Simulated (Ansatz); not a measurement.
Input and command of a plane-wave DFT calculation in Ansatz:

```yaml
crystal:
  lattice:
    - [-1.602511206, 1.602511206, 1.2807199545]
    - [1.602511206, -1.602511206, 1.2807199545]
    - [1.602511206, 1.602511206, -1.2807199545]
  atoms:
    - { symbol: Si, position: [0.0, 0.0, 0.0] }
basis:
  ecutwfc: 500
kpoints:
  mp_grid: { grid: [22, 22, 22] }
hamiltonian:
  xc: r2scan
scf:
  occupations: { method: gaussian, width: 0.15 }
output:
  forces: true
  stress: true
  eigenvalues: true
```

```bash
ansatz run input.yaml --threads 1 --pin off --max-ram 2560MiB --backend cpu --events-out ev --progress --plain --runs-dir out
```

Processor: Arm Neoverse V2, 1 thread, on a host shared with other jobs.

How long does it run, and how much memory does it take?

About 9.5 s on 1 thread of Arm Neoverse V2 (shared host), peak memory 0.4 GiB. It solves 6 bands at 834 k points (the mesh reduced by symmetry) with about 341 plane waves, in 6 SCF iterations.
